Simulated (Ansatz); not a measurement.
AlN:
```yaml
crystal:
  lattice:
    - [0.00000, 2.18876, 2.18876]
    - [2.18876, 0.00000, 2.18876]
    - [2.18876, 2.18876, 0.00000]
  atoms:
    - { symbol: Al, position: [0.00000, 0.00000, 0.00000] }
    - { symbol: N, position: [0.25000, 0.25000, 0.25000] }
```

This is the PBEsol-relaxed structure. x, y and z are the axes in which the lattice vectors are written.

Question: All from plane-wave PAW PBEsol (Ansatz code), unless another level is named. Predict the bulk modulus (Birch–Murnaghan fit).

Answer: 200 GPa.

Question: Give the elastic constants (relaxed ions, GPa).

Answer: C11 = 286, C12 = 157, C44 = 179.

Question: And the piezoelectric stress constants (proper, relaxed ions, C/m²)?

Answer: e14 = e25 = e36 = 0.58.

Space group F-43m (zinc blende). The PBEsol relaxation kept the symmetry of its start.

Potentials: the later of the program's two PAW sets.
